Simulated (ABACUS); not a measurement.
Consider a self-consistent single point of Ge (P2_1/m, 8 atoms in the cell; from Materials Project mp-1091415, changed as shown).

```xyz
8
Lattice="4.0031 0.0000 0.0000 -2.0416 3.5361 0.0000 0.0000 0.0000 13.1567" Properties=species:S:1:pos:R:3 pbc="T T T"
Ge     0.0000     0.0000     5.3528
Ge     0.0000     0.0000     7.8039
Ge     0.0000     0.0000    11.9312
Ge     0.0000     0.0000     1.2255
Ge    -0.0267     2.3574     4.5267
Ge     1.9882     1.1787     8.6300
Ge     1.9882     1.1787    11.1051
Ge    -0.0267     2.3574     2.0517
```

All values come from this method and carry its errors: PBEsol, PseudoDojo 0.4 standard norm-conserving PBEsol (tails mended) pseudopotentials (plane waves; ABACUS 3.10.1).

ABACUS settings:

```
key                                                                      value
---------------  -------------------------------------------------------------
KPT                                                             MP 5 5 1 0 0 0
basis_type                                                                  pw
dft_functional                                                          PBESOL
ecutwfc                                                                  78 Ry
smearing_method                                                             mp
smearing_sigma                                                   0.00734986 Ry
potentials       PseudoDojo 0.4 standard norm-conserving PBEsol (tails mended)
symmetry                                                                     1
symmetry_prec                                                            1e-05
ks_solver                                                                  dav
scf_nmax                                                                   100
scf_thr                                                             1.0e-09 Ry
mixing_type                                                            broyden
mixing_beta                                                                0.7
```

Results:

| Item | Value |
|---|---|
| Number of valence electrons | 112 |
| Number of bands | 68 |
| Number of k-points after the program's reduction | 13 |
| Number of plane waves (most at a k-point) | 14645 |
| Number of SCF iterations | 8 |
| FFT grid | 45 × 45 × 144 |
| Free energy E − TS | -19418.1048 eV |
| Pressure | -0.79 GPa |
| Largest force (vector length) | 0.181 eV/Å |

Forces (eV/Å):
| atom | Fx | Fy | Fz |
|---|---|---|---|
| Ge1 | 0.085 | 0.141 | -0.022 |
| Ge2 | -0.085 | -0.141 | 0.022 |
| Ge3 | -0.085 | -0.141 | -0.022 |
| Ge4 | 0.085 | 0.141 | 0.022 |
| Ge5 | -0.087 | -0.144 | 0.069 |
| Ge6 | 0.087 | 0.144 | -0.069 |
| Ge7 | 0.087 | 0.144 | 0.069 |
| Ge8 | -0.087 | -0.144 | -0.069 |

Stress (GPa, positive for compression):
```
 0.57   0.70   0.00
 0.70  -1.74   0.00
 0.00   0.00  -1.20
```

For comparison: a first run was changed to give this one (lattice vector b scaled by 1.02), and from it to this one the free energy goes up by 1.4 meV/atom, the pressure goes from 0.45 to -0.79 GPa and the largest force goes from 0.080 to 0.181 eV/Å.

The structure comes from a collection of computed structures, made at another level of theory; the collection holds predicted forms beside known ones. No clean gap shows at this smearing width and mesh (spacing up to 0.48 Å⁻¹); the mesh is coarse for partly filled bands, so the values carry mesh errors. Semi-local functionals can close small gaps.

Cost on one core: roughly 120 core-seconds.

“Tails mended”: in these copies of the files the far tail of each local potential was reset to the Coulomb form.
